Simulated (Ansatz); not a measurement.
input.yaml

```yaml
crystal:
  lattice:
    - [3.1204068985, 0.0, 0.0]
    - [-1.5602034493, 6.1523257996, 0.0]
    - [0.0, 0.0, 26.8097815148]
  atoms:
    - { symbol: S, position: [0.8927216588, 0.7854433176, 0.3170484621] }
    - { symbol: Mo, position: [0.5321553929, 0.0643107858, 0.341541802] }
    - { symbol: S, position: [0.171589127, 0.343178254, 0.3660351419] }
    - { symbol: S, position: [0.4248770517, 0.8497541034, 0.4167594451] }
    - { symbol: Mo, position: [0.0634282715, 0.1268428375, 0.4364735754] }
    - { symbol: S, position: [0.7047427959, 0.4094653803, 0.4653416907] }
    - { symbol: S, position: [0.9628664592, 0.9257403669, 0.5179226694] }
    - { symbol: Mo, position: [0.6028600912, 0.2057219729, 0.5348844644] }
    - { symbol: S, position: [0.1730159112, 0.3460377671, 0.5907283175] }
    - { symbol: C, position: [0.5063492445, 0.0127044338, 0.6108702198] }
    - { symbol: O, position: [0.5063492445, 0.0127044338, 0.6537650117] }
basis:
  ecutwfc: 420
kpoints:
  mp_grid: { grid: [10, 5, 1] }
hamiltonian:
  xc: pbesol
scf:
  occupations: { method: gaussian, width: 0.1 }
output:
  forces: true
  eigenvalues: true
  write_density: true
  write_potential: true
  elf: true
  volumetric_format: npy
relax:
  adjacent_minimum: "off"
  f_tol: 0.03
  max_steps: 70
  constraints: [{ sites: [0, 1, 2, 3] }]
efield:
  axis: 3
  dipole_correction: true
  ramp_width: 0.04
```

Run as
```bash
ansatz run input.yaml --threads 2 --pin off --max-ram 5120MiB --backend cpu --events-out ev --progress --plain --runs-dir out
```

These are results of DFT PBEsol, scalar-relativistic, plane waves, PAW in Ansatz, not measurements.

Part of what the program printed, abridged (iterations and final results):

```
SCF iter   1: F=—  HF=-20811.812539 eV  |F-HF|=—  |Δ(HF+E_count)|=         —  Δρ=6.98e-3  dr2=4.76e-1  ethr=1.77e-3  p=-0.128 e·Å  D=-4.49e-2 V/Å  ΔV_dip=1.20 eV  dr2_dipole=1.45e-2  V_vac-E_F(+/−)=5.76/4.55 eV  ⟨swp⟩=7.6  Hψ=6615  notcnv=0
efield: sawtooth ramp at fractional position 0.9654 (placed from the atoms, in the widest stretch of the axis that holds none; the zero of the levels goes with the place), width 0.0400; the density the first Hamiltonian is built on has a dipole p = -0.128 e·Å; the dipole correction subtracts the counter field D = -4.49e-2 V/Å, which shifts the + side's vacuum level by +1.20 eV against the − side's; the planar-averaged density in the ramp window peaks in size at 1.8e-6 e/Å³
SCF iter   2: F=—  HF=-20811.820326 eV  |F-HF|=—  |Δ(HF+E_count)|=   7.79e-3  Δρ=7.45e-3  dr2=4.39e-1  ethr=5.41e-4  p=-0.018 e·Å  D=-6.19e-3 V/Å  ΔV_dip=0.17 eV  dr2_dipole=8.05e-5  V_vac-E_F(+/−)=5.26/5.10 eV  ⟨swp⟩=2.2  Hψ=2719  notcnv=0  defer=70
SCF iter   3: F=—  HF=-20811.756671 eV  |F-HF|=—  |Δ(HF+E_count)|=   6.37e-2  Δρ=2.38e-3  dr2=4.58e-2  ethr=4.98e-4  p=-0.060 e·Å  D=-2.10e-2 V/Å  ΔV_dip=0.56 eV  dr2_dipole=7.33e-4  V_vac-E_F(+/−)=5.50/4.94 eV  ⟨swp⟩=2.0  Hψ=2408  notcnv=0  defer=70
SCF iter   4: F=—  HF=-20811.751604 eV  |F-HF|=—  |Δ(HF+E_count)|=   5.07e-3  Δρ=6.27e-4  dr2=5.32e-3  ethr=5.20e-5  p=-0.049 e·Å  D=-1.71e-2 V/Å  ΔV_dip=0.46 eV  dr2_dipole=8.57e-4  V_vac-E_F(+/−)=5.40/4.94 eV  ⟨swp⟩=2.0  Hψ=1975  notcnv=0  defer=57
SCF iter   5: F=—  HF=-20811.751382 eV  |F-HF|=—  |Δ(HF+E_count)|=   2.22e-4  Δρ=2.24e-4  dr2=4.68e-4  ethr=6.04e-6  p=-0.047 e·Å  D=-1.67e-2 V/Å  ΔV_dip=0.45 eV  dr2_dipole=1.95e-5  V_vac-E_F(+/−)=5.41/4.96 eV  ⟨swp⟩=2.0  Hψ=1997  notcnv=0  defer=57
SCF iter   6: F=—  HF=-20811.751404 eV  |F-HF|=—  |Δ(HF+E_count)|=   2.23e-5  Δρ=6.97e-5  dr2=5.74e-5  ethr=5.31e-7  p=-0.046 e·Å  D=-1.63e-2 V/Å  ΔV_dip=0.44 eV  dr2_dipole=7.66e-6  V_vac-E_F(+/−)=5.41/4.97 eV  ⟨swp⟩=2.0  Hψ=2029  notcnv=0  defer=57
SCF iter   7: F=-20811.751422 eV  HF=-20811.751422 eV  |F-HF|=7.34e-7  |Δ(HF+E_count)|=   1.74e-5  Δρ=2.20e-5  dr2=4.29e-6  ethr=2.56e-8  p=-0.047 e·Å  D=-1.64e-2 V/Å  ΔV_dip=0.44 eV  dr2_dipole=1.63e-7  V_vac-E_F(+/−)=5.41/4.97 eV  ⟨swp⟩=19.9  Hψ=14336  notcnv=0
SCF 1 converged in 7 iterations: F = -20811.751422 eV  dr2 = 4.29e-6
relax step   1: F+E_penalty+E_count = -20811.75142226 eV  Δ(F+E_penalty+E_count) = +0.000e0 eV  max|allowed force component| = 1.579e0 eV/Å  Δτ_max = 0.0000 Å  (7 SCF iters, dr2 threshold 2.25e-5 eV, accepted)
Initial density: handed on by an earlier stage of this run
Initial wavefunctions: those handed on with the density
SCF iter   1: F=—  HF=-20812.162028 eV  |F-HF|=—  |Δ(HF+E_count)|=         —  Δρ=9.91e-3  dr2=3.10e-1  ethr=3.54e-4  p=-0.047 e·Å  D=-1.64e-2 V/Å  ΔV_dip=0.44 eV  dr2_dipole=1.12e-2  V_vac-E_F(+/−)=5.36/4.92 eV  ⟨swp⟩=1.0  Hψ=5958  notcnv=0  defer=83
efield: sawtooth ramp at fractional position 0.9654 (handed on by an earlier solve), width 0.0400; the density the first Hamiltonian is built on has a dipole p = -0.047 e·Å; the dipole correction subtracts the counter field D = -1.64e-2 V/Å, which shifts the + side's vacuum level by +0.44 eV against the − side's; the planar-averaged density in the ramp window peaks in size at 4.4e-7 e/Å³
SCF iter   2: F=—  HF=-20812.149597 eV  |F-HF|=—  |Δ(HF+E_count)|=   1.24e-2  Δρ=6.06e-3  dr2=2.59e-1  ethr=3.53e-4  p=-0.057 e·Å  D=-1.99e-2 V/Å  ΔV_dip=0.53 eV  dr2_dipole=5.65e-4  V_vac-E_F(+/−)=5.48/4.95 eV  ⟨swp⟩=3.0  Hψ=3246  notcnv=0  defer=83
SCF iter   3: F=—  HF=-20812.105454 eV  |F-HF|=—  |Δ(HF+E_count)|=   4.41e-2  Δρ=3.82e-3  dr2=8.81e-2  ethr=2.94e-4  p=-0.034 e·Å  D=-1.19e-2 V/Å  ΔV_dip=0.32 eV  dr2_dipole=3.94e-4  V_vac-E_F(+/−)=5.25/4.94 eV  ⟨swp⟩=2.2  Hψ=2677  notcnv=0  defer=80
SCF iter   4: F=—  HF=-20812.089538 eV  |F-HF|=—  |Δ(HF+E_count)|=   1.59e-2  Δρ=5.83e-4  dr2=3.37e-3  ethr=1.00e-4  p=-0.043 e·Å  D=-1.52e-2 V/Å  ΔV_dip=0.41 eV  dr2_dipole=3.44e-5  V_vac-E_F(+/−)=5.34/4.94 eV  ⟨swp⟩=2.0  Hψ=2052  notcnv=0  defer=83
SCF iter   5: F=—  HF=-20812.088909 eV  |F-HF|=—  |Δ(HF+E_count)|=   6.29e-4  Δρ=1.71e-4  dr2=2.19e-4  ethr=3.83e-6  p=-0.043 e·Å  D=-1.50e-2 V/Å  ΔV_dip=0.40 eV  dr2_dipole=5.26e-6  V_vac-E_F(+/−)=5.34/4.94 eV  ⟨swp⟩=2.0  Hψ=2194  notcnv=0  defer=83
SCF iter   6: F=-20812.088897 eV  HF=-20812.088900 eV  |F-HF|=2.90e-6  |Δ(HF+E_count)|=   8.80e-6  Δρ=4.16e-5  dr2=1.15e-5  ethr=1.14e-7  p=-0.043 e·Å  D=-1.52e-2 V/Å  ΔV_dip=0.41 eV  dr2_dipole=1.74e-6  V_vac-E_F(+/−)=5.35/4.94 eV  ⟨swp⟩=20.8  Hψ=15609  notcnv=0
SCF 2 converged in 6 iterations: F = -20812.088897 eV  dr2 = 1.15e-5
relax step   2: F+E_penalty+E_count = -20812.08889731 eV  Δ(F+E_penalty+E_count) = -3.375e-1 eV  max|allowed force component| = 2.955e0 eV/Å  Δτ_max = 0.1944 Å  (6 SCF iters, dr2 threshold 1.00e-4 eV, accepted)
SCF iter   1: F=—  HF=-20812.337998 eV  |F-HF|=—  |Δ(HF+E_count)|=         —  Δρ=1.51e-2  dr2=1.10e0  ethr=1.24e-3  p=-0.043 e·Å  D=-1.52e-2 V/Å  ΔV_dip=0.41 eV  dr2_dipole=1.88e-1  V_vac-E_F(+/−)=5.42/5.01 eV  ⟨swp⟩=1.0  Hψ=5896  notcnv=0  defer=83
efield: sawtooth ramp at fractional position 0.9654 (handed on by an earlier solve), width 0.0400; the density the first Hamiltonian is built on has a dipole p = -0.043 e·Å; the dipole correction subtracts the counter field D = -1.52e-2 V/Å, which shifts the + side's vacuum level by +0.41 eV against the − side's; the planar-averaged density in the ramp window peaks in size at 7.0e-7 e/Å³
SCF iter   2: F=—  HF=-20812.260297 eV  |F-HF|=—  |Δ(HF+E_count)|=   7.77e-2  Δρ=5.89e-3  dr2=1.85e-1  ethr=1.24e-3  p=-0.070 e·Å  D=-2.45e-2 V/Å  ΔV_dip=0.66 eV  dr2_dipole=3.05e-3  V_vac-E_F(+/−)=5.60/4.95 eV  ⟨swp⟩=2.0  Hψ=2356  notcnv=0  defer=83
SCF iter   3: F=—  HF=-20812.244190 eV  |F-HF|=—  |Δ(HF+E_count)|=   1.61e-2  Δρ=4.52e-3  dr2=1.19e-1  ethr=2.11e-4  p=-0.079 e·Å  D=-2.78e-2 V/Å  ΔV_dip=0.75 eV  dr2_dipole=1.76e-4  V_vac-E_F(+/−)=5.68/4.93 eV  ⟨swp⟩=2.0  Hψ=2682  notcnv=0  defer=96
SCF iter   4: F=—  HF=-20812.226896 eV  |F-HF|=—  |Δ(HF+E_count)|=   1.73e-2  Δρ=1.56e-3  dr2=1.72e-2  ethr=1.35e-4  p=-0.075 e·Å  D=-2.65e-2 V/Å  ΔV_dip=0.71 eV  dr2_dipole=3.04e-4  V_vac-E_F(+/−)=5.64/4.93 eV  ⟨swp⟩=2.0  Hψ=1652  notcnv=0  defer=96
SCF iter   5: F=—  HF=-20812.224452 eV  |F-HF|=—  |Δ(HF+E_count)|=   2.44e-3  Δρ=4.55e-4  dr2=1.83e-3  ethr=1.96e-5  p=-0.075 e·Å  D=-2.63e-2 V/Å  ΔV_dip=0.70 eV  dr2_dipole=1.45e-4  V_vac-E_F(+/−)=5.64/4.93 eV  ⟨swp⟩=2.0  Hψ=1651  notcnv=0  defer=96
SCF iter   6: F=—  HF=-20812.224338 eV  |F-HF|=—  |Δ(HF+E_count)|=   1.15e-4  Δρ=7.54e-5  dr2=4.14e-5  ethr=2.09e-6  p=-0.075 e·Å  D=-2.64e-2 V/Å  ΔV_dip=0.71 eV  dr2_dipole=2.73e-6  V_vac-E_F(+/−)=5.64/4.93 eV  ⟨swp⟩=2.0  Hψ=1721  notcnv=0  defer=96
SCF iter   7: F=-20812.224342 eV  HF=-20812.224344 eV  |F-HF|=1.80e-6  |Δ(HF+E_count)|=   6.56e-6  Δρ=1.70e-5  dr2=2.90e-6  ethr=4.71e-8  p=-0.075 e·Å  D=-2.64e-2 V/Å  ΔV_dip=0.71 eV  dr2_dipole=4.60e-7  V_vac-E_F(+/−)=5.64/4.93 eV  ⟨swp⟩=21.5  Hψ=15915  notcnv=0
   ...
SCF iter   7: F=-20812.397048 eV  HF=-20812.397048 eV  |F-HF|=2.01e-8  |Δ(HF+E_count)|=   2.20e-6  Δρ=8.87e-6  dr2=7.67e-7  ethr=1.76e-9  p=-0.062 e·Å  D=-2.19e-2 V/Å  ΔV_dip=0.59 eV  dr2_dipole=4.51e-8  V_vac-E_F(+/−)=5.46/4.87 eV  ⟨swp⟩=19.3  Hψ=13443  notcnv=0
SCF iter   8: F=-20812.397048 eV  HF=-20812.397048 eV  |F-HF|=1.06e-7  |Δ(HF+E_count)|=   5.29e-7  Δρ=3.00e-6  dr2=6.29e-8  ethr=8.71e-10  p=-0.062 e·Å  D=-2.18e-2 V/Å  ΔV_dip=0.59 eV  dr2_dipole=1.28e-9  V_vac-E_F(+/−)=5.46/4.87 eV  ⟨swp⟩=9.1  Hψ=10922  notcnv=0
SCF iter   9: F=-20812.397048 eV  HF=-20812.397048 eV  |F-HF|=4.40e-8  |Δ(HF+E_count)|=   1.01e-7  Δρ=9.71e-7  dr2=6.24e-9  ethr=7.15e-11  p=-0.062 e·Å  D=-2.18e-2 V/Å  ΔV_dip=0.59 eV  dr2_dipole=5.72e-12  V_vac-E_F(+/−)=5.46/4.87 eV  ⟨swp⟩=7.2  Hψ=9829  notcnv=0
SCF 7 converged in 9 iterations: F = -20812.397048 eV  dr2 = 6.24e-9
relax step   7: F+E_penalty+E_count = -20812.39704822 eV  Δ(F+E_penalty+E_count) = -4.260e-3 eV  max|allowed force component| = 4.842e-2 eV/Å  Δτ_max = 0.0601 Å  (9 SCF iters, dr2 threshold 1.55e-6 eV, accepted)
SCF iter   1: F=—  HF=-20812.403799 eV  |F-HF|=—  |Δ(HF+E_count)|=         —  Δρ=2.60e-3  dr2=1.61e-2  ethr=3.11e-4  p=-0.062 e·Å  D=-2.18e-2 V/Å  ΔV_dip=0.59 eV  dr2_dipole=4.22e-4  V_vac-E_F(+/−)=5.46/4.87 eV  ⟨swp⟩=3.6  Hψ=3050  notcnv=0  defer=90
efield: sawtooth ramp at fractional position 0.9654 (handed on by an earlier solve), width 0.0400; the density the first Hamiltonian is built on has a dipole p = -0.062 e·Å; the dipole correction subtracts the counter field D = -2.18e-2 V/Å, which shifts the + side's vacuum level by +0.59 eV against the − side's; the planar-averaged density in the ramp window peaks in size at 1.8e-6 e/Å³
SCF iter   2: F=—  HF=-20812.400687 eV  |F-HF|=—  |Δ(HF+E_count)|=   3.11e-3  Δρ=1.19e-3  dr2=6.84e-3  ethr=1.83e-5  p=-0.067 e·Å  D=-2.37e-2 V/Å  ΔV_dip=0.64 eV  dr2_dipole=2.43e-4  V_vac-E_F(+/−)=5.51/4.87 eV  ⟨swp⟩=2.9  Hψ=2400  notcnv=0  defer=92
SCF iter   3: F=—  HF=-20812.398085 eV  |F-HF|=—  |Δ(HF+E_count)|=   2.60e-3  Δρ=2.30e-4  dr2=3.18e-4  ethr=7.77e-6  p=-0.063 e·Å  D=-2.21e-2 V/Å  ΔV_dip=0.59 eV  dr2_dipole=3.99e-5  V_vac-E_F(+/−)=5.46/4.87 eV  ⟨swp⟩=2.0  Hψ=2155  notcnv=0  defer=92
SCF iter   4: F=—  HF=-20812.398047 eV  |F-HF|=—  |Δ(HF+E_count)|=   3.74e-5  Δρ=1.53e-4  dr2=1.38e-4  ethr=3.61e-7  p=-0.064 e·Å  D=-2.26e-2 V/Å  ΔV_dip=0.61 eV  dr2_dipole=1.66e-9  V_vac-E_F(+/−)=5.48/4.87 eV  ⟨swp⟩=2.1  Hψ=2167  notcnv=0  defer=92
SCF iter   5: F=—  HF=-20812.398027 eV  |F-HF|=—  |Δ(HF+E_count)|=   2.03e-5  Δρ=2.03e-5  dr2=4.59e-6  ethr=1.57e-7  p=-0.064 e·Å  D=-2.24e-2 V/Å  ΔV_dip=0.60 eV  dr2_dipole=2.30e-7  V_vac-E_F(+/−)=5.47/4.87 eV  ⟨swp⟩=2.0  Hψ=1968  notcnv=0  defer=92
SCF iter   6: F=—  HF=-20812.398038 eV  |F-HF|=—  |Δ(HF+E_count)|=   1.13e-5  Δρ=9.24e-6  dr2=1.15e-6  ethr=5.22e-9  p=-0.064 e·Å  D=-2.24e-2 V/Å  ΔV_dip=0.60 eV  dr2_dipole=1.72e-7  V_vac-E_F(+/−)=5.47/4.87 eV  ⟨swp⟩=2.3  Hψ=1991  notcnv=0  defer=92
SCF iter   7: F=—  HF=-20812.398039 eV  |F-HF|=—  |Δ(HF+E_count)|=   6.11e-7  Δρ=3.03e-6  dr2=1.66e-7  ethr=1.31e-9  p=-0.064 e·Å  D=-2.24e-2 V/Å  ΔV_dip=0.60 eV  dr2_dipole=2.02e-8  V_vac-E_F(+/−)=5.47/4.87 eV  ⟨swp⟩=2.0  Hψ=1650  notcnv=0  defer=92
SCF iter   8: F=-20812.398039 eV  HF=-20812.398039 eV  |F-HF|=5.14e-8  |Δ(HF+E_count)|=   1.72e-7  Δρ=1.29e-6  dr2=1.34e-8  ethr=1.14e-10  p=-0.064 e·Å  D=-2.24e-2 V/Å  ΔV_dip=0.60 eV  dr2_dipole=2.54e-10  V_vac-E_F(+/−)=5.47/4.87 eV  ⟨swp⟩=18.2  Hψ=11952  notcnv=0
SCF 8 converged in 8 iterations: F = -20812.398039 eV  dr2 = 1.34e-8
relax step   8: F+E_penalty+E_count = -20812.39803920 eV  Δ(F+E_penalty+E_count) = -9.910e-4 eV  max|allowed force component| = 7.194e-2 eV/Å  Δτ_max = 0.0557 Å  (8 SCF iters, accepted)
SCF iter   1: F=—  HF=-20812.401082 eV  |F-HF|=—  |Δ(HF+E_count)|=         —  Δρ=1.69e-3  dr2=7.12e-3  ethr=8.11e-5  p=-0.064 e·Å  D=-2.24e-2 V/Å  ΔV_dip=0.60 eV  dr2_dipole=8.07e-5  V_vac-E_F(+/−)=5.47/4.87 eV  ⟨swp⟩=3.2  Hψ=2980  notcnv=0  defer=90
efield: sawtooth ramp at fractional position 0.9654 (handed on by an earlier solve), width 0.0400; the density the first Hamiltonian is built on has a dipole p = -0.064 e·Å; the dipole correction subtracts the counter field D = -2.24e-2 V/Å, which shifts the + side's vacuum level by +0.60 eV against the − side's; the planar-averaged density in the ramp window peaks in size at 1.7e-6 e/Å³
SCF iter   2: F=—  HF=-20812.399683 eV  |F-HF|=—  |Δ(HF+E_count)|=   1.40e-3  Δρ=7.95e-4  dr2=2.98e-3  ethr=8.09e-6  p=-0.065 e·Å  D=-2.30e-2 V/Å  ΔV_dip=0.62 eV  dr2_dipole=6.07e-6  V_vac-E_F(+/−)=5.49/4.87 eV  ⟨swp⟩=2.8  Hψ=2327  notcnv=0  defer=90
SCF iter   3: F=—  HF=-20812.398537 eV  |F-HF|=—  |Δ(HF+E_count)|=   1.15e-3  Δρ=1.51e-4  dr2=1.41e-4  ethr=3.38e-6  p=-0.063 e·Å  D=-2.21e-2 V/Å  ΔV_dip=0.59 eV  dr2_dipole=5.21e-7  V_vac-E_F(+/−)=5.46/4.87 eV  ⟨swp⟩=2.0  Hψ=2145  notcnv=0  defer=90
SCF iter   4: F=—  HF=-20812.398520 eV  |F-HF|=—  |Δ(HF+E_count)|=   1.63e-5  Δρ=1.01e-4  dr2=5.59e-5  ethr=1.60e-7  p=-0.064 e·Å  D=-2.24e-2 V/Å  ΔV_dip=0.60 eV  dr2_dipole=1.11e-6  V_vac-E_F(+/−)=5.47/4.87 eV  ⟨swp⟩=2.6  Hψ=2181  notcnv=0  defer=90
SCF iter   5: F=—  HF=-20812.398541 eV  |F-HF|=—  |Δ(HF+E_count)|=   2.03e-5  Δρ=1.86e-5  dr2=2.49e-6  ethr=6.35e-8  p=-0.064 e·Å  D=-2.24e-2 V/Å  ΔV_dip=0.60 eV  dr2_dipole=1.07e-7  V_vac-E_F(+/−)=5.47/4.87 eV  ⟨swp⟩=2.0  Hψ=1940  notcnv=0  defer=90
SCF iter   6: F=—  HF=-20812.398541 eV  |F-HF|=—  |Δ(HF+E_count)|=   1.15e-7  Δρ=5.07e-6  dr2=1.72e-7  ethr=2.83e-9  p=-0.064 e·Å  D=-2.23e-2 V/Å  ΔV_dip=0.60 eV  dr2_dipole=2.17e-8  V_vac-E_F(+/−)=5.47/4.87 eV  ⟨swp⟩=2.2  Hψ=1992  notcnv=0  defer=90
SCF iter   7: F=-20812.398541 eV  HF=-20812.398541 eV  |F-HF|=5.52e-8  |Δ(HF+E_count)|=   2.00e-7  Δρ=1.67e-6  dr2=3.85e-8  ethr=1.14e-10  p=-0.064 e·Å  D=-2.23e-2 V/Å  ΔV_dip=0.60 eV  dr2_dipole=5.89e-9  V_vac-E_F(+/−)=5.47/4.87 eV  ⟨swp⟩=17.6  Hψ=11822  notcnv=0
SCF 9 converged in 7 iterations: F = -20812.398541 eV  dr2 = 3.85e-8
relax step   9: F+E_penalty+E_count = -20812.39854094 eV  Δ(F+E_penalty+E_count) = -5.017e-4 eV  max|allowed force component| = 1.485e-2 eV/Å  Δτ_max = 0.0382 Å  (7 SCF iters, accepted)
WARN: The output density's exchange-correlation potential varies sharply where the density is thin. Do not read a vacuum level from v_tot or v_xc, or from such a field of the output density. On a cell that repeats whose density bears no net charge and no dipole along the vacuum's axis use v_es (v_loc + v_h of the components); under efield.dipole_correction with no amplitude use v_es + v_field, which holds any external_charges[].barrier, or the levels of the report's work_function block, which leave it out; under a non-zero efield.amplitude the vacuum is tilted and has no level; on a cell that repeats and bears such a dipole with no correction it is tilted too, and efield.dipole_correction wi ...
SCF converged after 7 iterations
Free energy (F): -20812.398541 eV
Harris-Foulkes:  -20812.398541 eV  (|F-HF|=5.52e-8)
Internal energy: -20812.368901 eV  (E = F + TS)
E sigma→0 (E₀):  -20812.383721 eV
Entropy (-TS):   -0.029640 eV (-2.695 meV/atom)
Fermi energy:    0.228726 eV
Dipole field:    D = -0.022264 V/Å  (p = -0.063326 e·Å, saw-weighted, corrected)
Work function:   Φ+ = 5.4690 eV   Φ− = 4.8721 eV
Levels:          The Fermi level and band energies are counted from a zero that moves with the ramp; work functions are not
--- Per-component energies (eV) ---
  E_band       = -1393.366961
  E_kinetic    = 2218.411526
  E_local      = -76572.936098  (includes V_loc(G=0)·N_el)
  E_nonlocal   = 683.291272
  E_hartree    = 37070.232113
  E_xc         = -1239.026667
  E_vxc        = -1354.946004  (∫ρ·V_xc dr)
  E_paw        = -13183.145381  (= ΣΔE_a)
  E_vpaw       = -506.435598  (= ΣTr[D̂ρ^β])
  E_aug_tail   = 0.002559  (compensation charges beyond the density's cutoff)
  E_efield     = 0.000705  (sawtooth field / dipole correction)
  E_vefield    = -1.221122  (∫n·V_field dr)
  E_ewald      = 30209.745087
  E_core_change = 1.055982  (= ΣΔE_core)
  E_smearing   = -0.029640  (= −TS)
--- Forces (eV/Å), atoms counted from 1 ---
  atom   1  S     -0.00001843     1.68668541    -0.62841684
  atom   2  Mo     0.00010670    -2.58141496     2.84696960
  atom   3  S      0.00000722     0.16032434    -1.18587828
  atom   4  S     -0.00009292     0.72103156    -1.03444853
  atom   5  Mo     0.00000328     0.00933936    -0.00382561
  atom   6  S     -0.00000739    -0.00322912     0.00843179
  atom   7  S      0.00000224     0.00089872     0.00076919
  atom   8  Mo    -0.00000159     0.00419225    -0.00954302
  atom   9  S      0.00001633    -0.00533784     0.00154133
  atom  10  C     -0.00003012     0.00091916     0.01484723
  atom  11  O      0.00001486     0.00657465    -0.01051529
--- Band table (eV; the first three rows and the last of 26) ---
  k-point 0: bands = ["-61.4608", "-61.1127", "-61.0388", "-35.6833", "-35.5161", "-35.4797", "-35.4576", "-35.2471", "-35.1761", "-35.1692", "-35.0940", "-35.0569", "-23.9364", "-14.5197", "-13.5764", "-13.1803", "-12.9947", "-12.3784", "-12.0540", "-9.3041", "-6.9205", "-6.8936", "-6.2626", "-6.0605", "-5.7568", "-5.4699", "-5.0485", "-4.5125", "-3.8147", "-3.5569", "-3.4495", "-3.2368", "-3.0436", "-2.6200", "-2.1309", "-1.6968", "-1.5807", "-1.4837", "-1.2508", "-1.2362", "-0.9501", "-0.7012", "-0.5897", "-0.4919", "-0.0446", "0.2900", "1.0531", "1.2062", "1.7240", "2.0512", "2.2447", "3.0369", "3.4143", "3.5106", "3.6174"]
  k-point 1: bands = ["-61.4608", "-61.1127", "-61.0388", "-35.6833", "-35.5161", "-35.4797", "-35.4576", "-35.2471", "-35.1762", "-35.1692", "-35.0940", "-35.0569", "-23.9364", "-14.4287", "-13.5416", "-13.2458", "-13.0286", "-12.4289", "-12.1193", "-9.3062", "-6.9132", "-6.8624", "-6.0607", "-6.0424", "-5.8760", "-5.3594", "-4.8975", "-4.4518", "-3.8383", "-3.5479", "-3.4169", "-3.2303", "-3.0251", "-2.8139", "-2.2778", "-1.9971", "-1.8535", "-1.5041", "-1.2949", "-1.1186", "-0.7949", "-0.7137", "-0.5453", "-0.4292", "0.0574", "0.2364", "1.1204", "1.1530", "1.6931", "2.0212", "2.2355", "2.9368", "3.5127", "3.5480", "3.7462"]
  k-point 2: bands = ["-61.4608", "-61.1127", "-61.0388", "-35.6833", "-35.5161", "-35.4797", "-35.4576", "-35.2471", "-35.1762", "-35.1692", "-35.0940", "-35.0569", "-23.9363", "-14.2116", "-13.6187", "-13.3362", "-13.0197", "-12.4998", "-12.2461", "-9.3095", "-6.9144", "-6.8343", "-6.0608", "-6.0228", "-5.4351", "-5.1979", "-4.6903", "-4.4916", "-3.8017", "-3.6147", "-3.3797", "-3.3604", "-3.2190", "-2.9950", "-2.4782", "-2.2577", "-1.9249", "-1.5517", "-1.3740", "-1.0565", "-0.7642", "-0.7392", "-0.6239", "-0.2840", "0.1595", "0.2902", "1.0783", "1.1715", "1.7135", "1.9791", "2.0452", "2.9015", "3.5981", "3.7278", "3.9511"]
  k-point 25: bands = ["-61.4366", "-61.0781", "-61.0242", "-35.7710", "-35.6465", "-35.5091", "-35.4923", "-35.4558", "-35.2384", "-35.1716", "-35.1677", "-35.1241", "-23.8166", "-12.9243", "-12.7858", "-12.5361", "-12.3077", "-11.6954", "-11.6329", "-9.0363", "-7.4147", "-6.7444", "-6.6075", "-6.2820", "-5.9495", "-5.5312", "-5.2012", "-4.8268", "-4.4751", "-4.1168", "-4.0322", "-3.8970", "-3.7191", "-3.4530", "-3.3305", "-3.0116", "-2.7376", "-2.6703", "-2.3408", "-2.0714", "-1.6640", "-1.0181", "-0.5782", "0.1817", "0.5774", "1.3665", "1.6913", "1.9123", "2.2309", "2.2643", "2.3550", "2.5724", "3.1979", "3.5639", "3.5923"]
--- Relaxed structure (9 steps of the walk, 9 accepted, 0 SCFs on fresh bases) ---
  F+E_penalty+E_count = -20812.39854094 eV   max|allowed force component| = 1.485e-2 eV/Å
  atoms:
    - { symbol: S, position: [0.89272196, 0.78544331, 0.3170484621] }
    - { symbol: Mo, position: [0.53215570, 0.0643107858, 0.341541802] }
    - { symbol: S, position: [0.17158943, 0.343178254, 0.36603514] }
    - { symbol: S, position: [0.42487736, 0.8497541034, 0.41675944] }
    - { symbol: Mo, position: [0.06371104, 0.12741851, 0.44147066] }
    - { symbol: S, position: [0.70805315, 0.41609518, 0.46297818] }
    - { symbol: S, position: [0.95369515, 0.90740248, 0.51691077] }
    - { symbol: Mo, position: [0.59567610, 0.19136645, 0.53336435] }
    - { symbol: S, position: [0.20725803, 0.41451662, 0.57660162] }
    - { symbol: C, position: [0.53498818, 0.06995292, 0.60590064] }
    - { symbol: O, position: [0.50422316, 0.00838784, 0.64612570] }
```

The relaxation met its thresholds.

It took 5.5 min on 2 threads of Intel(R) Xeon(R) Platinum 8488C (Sapphire Rapids) (shared host), peak memory 1.1 GiB.

Spin polarisation was left out, and a magnetic state may lie lower.